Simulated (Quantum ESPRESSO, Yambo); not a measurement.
## Quasiparticle gap of BaHI

```
CELL_PARAMETERS angstrom
      4.77581     0.00000     0.00000
      0.00000     4.77581     0.00000
      0.00000     0.00000     7.80023
ATOMIC_POSITIONS crystal
  H  0.50000 0.50000 0.00000
  H  0.00000 0.00000 0.00000
  I  0.00000 0.50000 0.65957
  I  0.50000 0.00000 0.34043
  Ba 0.50000 0.00000 0.82690
  Ba 0.00000 0.50000 0.17310
```

The geometry is that of Materials Project entry mp-23862, symmetrised and not relaxed again.

Starting point: LDA (pw.x of Quantum ESPRESSO, ONCV potentials, scalar-relativistic). G0W0 in Yambo: 2×2×2 Γ-centred k mesh, 243 bands and a 7 Ry block in the screening, 243 bands in G with the Bruneval-Gonze terminator, plasmon pole fitted at 27.2 eV.

| Item | Value |
|---|---|
| LDA gap along the band path | 2.60 eV |
| LDA gap between the mesh's edge points (Z → Z) | 2.60 eV |
| G0W0 gap between the same points | 4.17 eV |

```
k point  band  E LDA (eV)  E QP (eV)  shift (eV)     Z
-------  ----  ----------  ---------  ----------  ----
Γ          VB       -0.99      -1.96       -0.97  0.79
Γ          CB        3.01       3.63        0.62  0.82
Z          VB        0.00      -0.99       -0.99  0.80
Z          CB        2.60       3.17        0.57  0.83
```

Energies count from the LDA valence-band maximum.

Nearest settings tried, and what they do to the gap: 186 bands in W, 186 bands in G: -13 meV; 6 Ry block (311 vectors against 385): -26 meV; 4×4×2 mesh: +54 meV. So the settings aren't converged at that level. The k mesh is coarse.

Without spin-orbit coupling, band edges of such heavy elements can be off by tenths of an eV.
